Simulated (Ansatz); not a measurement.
ZnFBr as a Janus 2H monolayer at its r2SCAN geometry, run in Ansatz 0.2.0 at 4 levels of theory. Note: simulated data, non-magnetic, for a generated structure that need not be the stable one.

The LDA input:
```yaml
crystal:
  lattice:
    - [3.3688877561, 0.0, 0.0]
    - [-1.684443878, 2.9175423793, 0.0]
    - [0.0, 0.0, 28.9511683168]
  atoms:
    - { symbol: Zn, position: [0.3333333333, 0.6666666667, 0.3186100023] }
    - { symbol: F, position: [0.6666666667, 0.3333333333, 0.3544543314] }
    - { symbol: Br, position: [0.6666666667, 0.3333333333, 0.2595405169] }
  periodic: [true, true, false]
kpoints:
  mp_grid: { grid: [12, 12, 1] }
  band_path:
    path: [[0.0, 0.0, 0.0], [0.5, 0.0, 0.0], [0.3333333333, 0.3333333333, 0.0]]
    npoints: 1
hamiltonian:
  xc: lda
scf:
  occupations: { method: fixed }
  n_extra_bands: 4
output:
  forces: true
  stress: true
  eigenvalues: true
  write_density: true
  write_potential: true
  elf: true
  volumetric_format: npy
```

Main results, then, where recorded, the levels near the gap in eV from the Fermi energy (columns number the bands from 0), one row a point of the path (Γ, M, K):
```
Crystal: 3 atoms, lattice volume = 284.557 Å³
Symmetry: 6 space group operations
Space group: P3m1 (ITA 156)
```
```
Basis set: ecut = 420 eV, 5617 PW (Γ)
k-points: 19 of 144 (time reversal used)
SCF converged after 9 iterations
Free energy (F): -6734.484105 eV
Fermi energy:    -6.453909 eV
--- Forces (eV/Å), atoms counted from 1 ---
  atom   1  Zn      0.00000      0.00000    -0.04168
  atom   2  F       0.00000      0.00000    -0.32352
  atom   3  Br      0.00000      0.00000      0.36160
--- 2D stress c σ (N/m, compression-positive) ---
       -2.311661       0.000000       0.000000
        0.000000      -2.311661       0.000000
        0.000000       0.000000       0.000000
  P = ½ c Tr σ = -2.3117 N/m
```
```tsv
band_8	band_9	band_10	band_11	band_12	band_13	band_14	band_15
-3.656	-3.656	-2.823	0.000	0.000	1.040	5.264	6.092
-4.474	-4.336	-4.135	-1.666	-1.024	2.758	4.645	6.979
-5.092	-4.213	-3.930	-2.914	-1.434	3.389	4.805	8.172
```

LDA gives a direct gap of 1.04 eV at Γ.

r2SCANh. Against the first input these blocks differ (the band path and keys that only write files left aside):
```yaml
kpoints:
  mp_grid: { grid: [6, 6, 1] }
hamiltonian:
  xc: r2scanh
```

```
Basis set: ecut = 500 eV, 7197 PW (Γ)
k-points: 7 of 36 (time reversal used)
Exchange kernel: α = 0.1000, full range, Wigner–Seitz truncation, v(0) = 15915.1634 eV·Å³, q-mesh 6×6×1
hybrid outer 1: dexx = +8.202e-4 eV, tail = 1.23e-6 eV
hybrid outer 2: dexx = +1.059e-8 eV, tail = 1.96e-10 eV, Δε = 9.52e-4 eV, ΔF = 4.43e-4 eV/Å
hybrid SCF converged: 2 outer / 11 inner (+6 warm-up)
Free energy (F): -6928.500004 eV
Fermi energy:    -6.874338 eV
--- Forces (eV/Å), atoms counted from 1 ---
  atom   1  Zn      0.00000      0.00000      0.01905
  atom   2  F       0.00000      0.00000    -0.07164
  atom   3  Br      0.00000      0.00000      0.05254
--- 2D stress c σ (N/m, compression-positive) ---
       -0.154838       0.000000       0.000000
        0.000000      -0.154838       0.000000
        0.000000       0.000000       0.000000
  P = ½ c Tr σ = -0.1548 N/m
```
```tsv
band_8	band_9	band_10	band_11	band_12	band_13	band_14	band_15
-4.216	-4.216	-3.157	0.000	0.000	2.358	6.569	7.001
-4.987	-4.697	-4.673	-1.821	-1.094	4.197	5.997	8.578
-5.535	-4.827	-4.124	-3.154	-1.574	4.897	6.103	9.810
```

The r2SCANh gap is direct at Γ: 2.36 eV. The mean stress, -0.2 N/m, is small, and the program warns that its thresholds are loose for a hybrid's stress.

Problem. In the first input these blocks are replaced (the band path and keys that only write files left aside):
```yaml
kpoints:
  mp_grid: { grid: [6, 6, 1] }
hamiltonian:
  xc: hse06
```
What comes out?

Solution.
```
Basis set: ecut = 420 eV, 5617 PW (Γ)
k-points: 7 of 36 (time reversal used)
Exchange kernel: α = 0.2500, screened, ω = 0.2079 Å⁻¹, Wigner–Seitz truncation, v(0) = 1045.5761 eV·Å³, q-mesh 6×6×1
hybrid outer 1: dexx = +1.662e-2 eV, tail = 5.70e-5 eV
hybrid outer 2: dexx = +1.055e-6 eV, tail = 2.44e-8 eV, Δε = 3.43e-3 eV, ΔF = 1.62e-2 eV/Å
hybrid outer 3: dexx = +4.049e-10 eV, tail = 1.50e-9 eV, Δε = 7.83e-5 eV, ΔF = 1.61e-4 eV/Å
hybrid SCF converged: 3 outer / 17 inner (+5 warm-up)
Free energy (F): -6913.176817 eV
Fermi energy:    -6.902476 eV
--- Forces (eV/Å), atoms counted from 1 ---
  atom   1  Zn      0.00000      0.00000      0.03788
  atom   2  F       0.00000      0.00000    -0.01580
  atom   3  Br      0.00000      0.00000    -0.02209
--- 2D stress c σ (N/m, compression-positive) ---
        0.448164       0.000000       0.000000
        0.000000       0.448164       0.000000
        0.000000       0.000000       0.000000
  P = ½ c Tr σ = 0.4482 N/m
```
```tsv
band_8	band_9	band_10	band_11	band_12	band_13	band_14	band_15
-4.511	-4.511	-3.301	0.000	0.000	2.416	6.257	6.814
-5.330	-4.966	-4.905	-1.877	-1.135	4.250	5.958	8.498
-5.810	-5.185	-4.268	-3.319	-1.615	4.989	6.106	9.757
```
With HSE06 the gap is 2.42 eV and direct, at Γ. The mean stress, +0.4 N/m, is small, and the program warns that its thresholds are loose for a hybrid's stress.

r2SCAN0. Against the first input these blocks differ (the band path and keys that only write files left aside):
```yaml
kpoints:
  mp_grid: { grid: [6, 6, 1] }
hamiltonian:
  xc: r2scan0
```

```
Basis set: ecut = 500 eV, 7197 PW (Γ)
k-points: 7 of 36 (time reversal used)
Exchange kernel: α = 0.2500, full range, Wigner–Seitz truncation, v(0) = 15915.1634 eV·Å³, q-mesh 6×6×1
hybrid outer 1: dexx = +1.175e-2 eV, tail = 3.76e-5 eV
hybrid outer 2: dexx = +4.998e-7 eV, tail = 1.19e-8 eV, Δε = 3.40e-3 eV, ΔF = 1.11e-2 eV/Å
hybrid outer 3: dexx = +2.575e-10 eV, tail = 5.03e-10 eV, Δε = 6.25e-5 eV, ΔF = 4.47e-5 eV/Å
hybrid SCF converged: 3 outer / 16 inner (+5 warm-up)
Free energy (F): -6927.133341 eV
Fermi energy:    -7.482139 eV
--- Forces (eV/Å), atoms counted from 1 ---
  atom   1  Zn      0.00000      0.00000      0.05009
  atom   2  F       0.00000      0.00000    -0.17184
  atom   3  Br      0.00000      0.00000      0.12172
--- 2D stress c σ (N/m, compression-positive) ---
       -0.397975       0.000000       0.000000
        0.000000      -0.397975       0.000000
        0.000000       0.000000       0.000000
  P = ½ c Tr σ = -0.3980 N/m
```
```tsv
band_8	band_9	band_10	band_11	band_12	band_13	band_14	band_15
-4.758	-4.758	-3.434	0.000	0.000	3.403	7.329	7.697
-5.568	-5.209	-5.031	-1.945	-1.163	5.310	6.998	9.664
-6.035	-5.435	-4.351	-3.414	-1.677	6.077	7.116	10.924
```

r2SCAN0 gives a direct gap of 3.40 eV at Γ. The mean stress, -0.4 N/m, is small, and the program warns that its thresholds are loose for a hybrid's stress.

Small level splittings and stresses of the hybrids carry the error of their coarser meshes.

Totals of different functionals can't be compared.

The runs are scalar-relativistic, without spin-orbit coupling.

For some runs the program warns that the potential is rough where the density is thin, which bears on empty states near the vacuum.
